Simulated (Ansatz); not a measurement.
Ansatz input

```yaml
crystal:
  lattice:
    - [4.1269908075, 0.0, 0.0]
    - [-2.0634954038, 3.5740788804, 0.0]
    - [0.0, 0.0, 7.6078480528]
  atoms:
    - { symbol: Se, position: [0.0, 0.0, 0.0] }
    - { symbol: Se, position: [0.0, 0.0, 0.5] }
    - { symbol: Se, position: [0.3333333333, 0.6666666667, 0.25] }
    - { symbol: Se, position: [0.6666666667, 0.3333333333, 0.75] }
hamiltonian:
  xc: blyp
  pseudopotentials:
    kind: paw
    azcp:
      Se: "pseudopotentials/Se.paw.azcp"
basis:
  ecutwfc: 420
  fft_grid_basis: typed
kpoints:
  mp_grid: { grid: [10, 10, 5], shift: [0, 0, 0] }
magnetization:
  spin_polarized: false
scf:
  occupations: { method: fermi_dirac, width: 0.1 }
  lower_state_search: "off"
output:
  stress: true
  write_density: true
  write_potential: true
  elf: true
  volumetric_format: npy
```

Terminal output

```
Engine: ansatz 0.2.0, x86_64-unknown-linux-gnu
Pseudopotentials: kind: paw
Pseudopotential: Se, paw, valence charge 16, recommended cutoff 420 eV (normal) 
Functional definition: BLYP
  parameter beta = 0.0042
  parameter a = 0.04918
  parameter b = 0.132
  parameter c = 0.2533
  parameter d = 0.349
  exchange = b88_x(beta = beta)
  correlation = lyp_c(a = a, b = b, c = c, d = d)
Crystal: 4 atoms, lattice volume = 112.217 Å³
Basis set: ecut = 420 eV, 2161 PW (Γ), exchange–correlation on 60×60×108 points (8 copies of the dense FFT grid, shifted against one another)
Bands: 39, of which v1, the nominal top of the filled ones, is band 32 counted from 1 (31 counted from 0)
Symmetry: 24 space group operations
Space group: P63/mmc (ITA 194), of the structure as read, at distance tolerance 4.8e-5 Å
k-points: 42 of 500
Non-local potential: Se, projectors of the file, l = 0: 2, l = 1: 2, l = 2: 3, l = 3: 1
PAW form: soft (Blöchl's): semilocal exchange-correlation on the pseudo side does not see the compensation charge
PAW frozen core: Se, regenerated for the run's functional, and the local potential with it (the file was generated under x = pbe(κ = 0.804, μ = 0.2195149727645171), c = pbe(β = 0.06672455060314922))
PAW one-centre angular grid: Se, 590 points (default); XC on 64 Gauss nodes
Initial density: superposition of atomic densities (neutral atoms: chi_scale 0, normalization atom), corrected by the library's trained network
Initial wavefunctions: pseudopotential atomic-orbital guess
Functional: x = b88, c = lyp
SCF iter   1: F=—  HF=-21918.982289 eV  |F-HF|=—  |Δ(HF+E_count)|=         —  Δρ=6.32e-3  dr2=4.89e-2  ethr=1.77e-3  ⟨swp⟩=7.1  Hψ=6328  notcnv=0
SCF iter   2: F=—  HF=-21918.962325 eV  |F-HF|=—  |Δ(HF+E_count)|=   2.00e-2  Δρ=1.12e-3  dr2=6.40e-4  ethr=7.63e-5  ⟨swp⟩=2.0  Hψ=2765  notcnv=0
SCF iter   3: F=—  HF=-21918.962914 eV  |F-HF|=—  |Δ(HF+E_count)|=   5.89e-4  Δρ=2.79e-4  dr2=1.33e-4  ethr=1.00e-6  ⟨swp⟩=2.0  Hψ=3005  notcnv=0
SCF iter   4: F=—  HF=-21918.962711 eV  |F-HF|=—  |Δ(HF+E_count)|=   2.03e-4  Δρ=1.43e-4  dr2=2.46e-5  ethr=2.07e-7  ⟨swp⟩=2.0  Hψ=2995  notcnv=0
SCF iter   5: F=—  HF=-21918.962675 eV  |F-HF|=—  |Δ(HF+E_count)|=   3.56e-5  Δρ=3.60e-5  dr2=1.57e-6  ethr=3.84e-8  ⟨swp⟩=2.5  Hψ=3123  notcnv=0
SCF iter   6: F=-21918.962674 eV  HF=-21918.962674 eV  |F-HF|=4.50e-8  |Δ(HF+E_count)|=   1.34e-6  Δρ=4.75e-6  dr2=2.86e-8  ethr=1.56e-10  ⟨swp⟩=6.0  Hψ=11115  notcnv=0
SCF 1 converged in 6 iterations: F = -21918.962674 eV  dr2 = 2.86e-8
SCF converged after 6 iterations
Free energy (F): -21918.962674 eV
Harris-Foulkes:  -21918.962674 eV  (|F-HF|=4.50e-8)
Internal energy: -21918.865040 eV  (E = F + TS)
E sigma→0 (E₀):  -21918.913857 eV
Entropy (-TS):   -0.097633 eV (-24.408 meV/atom)
Fermi energy:    6.835267 eV
--- Per-component energies (eV) ---
  E_band       = -1628.757136
  E_kinetic    = 461.411498
  E_local      = -9832.573460  (includes V_loc(G=0)·N_el)
  E_nonlocal   = -2389.002938
  E_hartree    = 4818.558611
  E_xc         = -404.842041
  E_vxc        = -373.872752  (∫ρ·V_xc dr)
  E_paw        = -7700.151225  (= ΣΔE_a)
  E_vpaw       = 868.185502  (= ΣTr[D̂ρ^β])
  E_aug_tail   = -0.002384  (compensation charges beyond the density's cutoff)
  E_ewald      = -6873.308521
  E_core_change = 1.045421  (= ΣΔE_core)
  E_smearing   = -0.097633  (= −TS)
  E_closure    = -0.000000  (closes the sum)
  Σ components = -21918.962674   (vs F -21918.962674, Δ=0.00e0)
--- Stress (GPa, compression-positive) ---
       -4.422074      -0.000000       0.000000
        0.000000      -4.422074      -0.000000
        0.000000      -0.000000      -5.044004
  P = ⅓ Tr σ = -4.6294 GPa (-46.294 kbar)
--- Band table (eV; the first three rows and the last of 42) ---
  k-point 0: bands = ["-41.3651", "-41.3650", "-41.3541", "-41.3541", "-41.3535", "-41.3535", "-41.3238", "-41.3238", "-41.3232", "-41.3232", "-41.3008", "-41.3004", "-41.2922", "-41.2922", "-41.2920", "-41.2920", "-41.2728", "-41.2728", "-41.2725", "-41.2725", "-7.6050", "-6.0228", "-5.9358", "-3.7927", "3.7953", "4.5172", "4.5172", "5.1270", "5.5101", "5.6246", "5.6246", "5.9651", "5.9651", "7.4790", "7.4790", "8.5672", "12.4068", "13.7676", "14.3055"]
  k-point 1: bands = ["-41.3651", "-41.3650", "-41.3540", "-41.3540", "-41.3535", "-41.3535", "-41.3238", "-41.3238", "-41.3233", "-41.3233", "-41.3007", "-41.3004", "-41.2922", "-41.2922", "-41.2920", "-41.2920", "-41.2727", "-41.2727", "-41.2725", "-41.2725", "-7.5339", "-6.5269", "-5.3809", "-3.9201", "3.8426", "4.5751", "4.5751", "4.7116", "5.3507", "5.3507", "6.0454", "6.2685", "6.2685", "7.3707", "7.3707", "8.2815", "12.6979", "14.0588", "14.4941"]
  k-point 2: bands = ["-41.3651", "-41.3650", "-41.3539", "-41.3539", "-41.3537", "-41.3537", "-41.3236", "-41.3236", "-41.3234", "-41.3234", "-41.3006", "-41.3005", "-41.2921", "-41.2921", "-41.2921", "-41.2921", "-41.2727", "-41.2727", "-41.2726", "-41.2726", "-7.3235", "-6.9824", "-4.7895", "-4.2752", "3.9985", "4.2865", "4.7445", "4.7445", "5.0119", "5.0119", "6.6924", "6.6924", "6.8145", "7.0832", "7.0832", "7.6093", "13.4896", "14.4637", "14.6409"]
  k-point 41: bands = ["-41.3649", "-41.3649", "-41.3539", "-41.3538", "-41.3536", "-41.3535", "-41.3233", "-41.3233", "-41.3232", "-41.3232", "-41.3006", "-41.3004", "-41.2925", "-41.2925", "-41.2923", "-41.2923", "-41.2726", "-41.2726", "-41.2726", "-41.2726", "-5.9354", "-5.8231", "-5.5377", "-5.5157", "2.3513", "2.4177", "2.9069", "3.7126", "4.3803", "4.7821", "5.3118", "5.7483", "7.6224", "8.2535", "8.7687", "8.8803", "14.1946", "14.5603", "15.0424"]
```
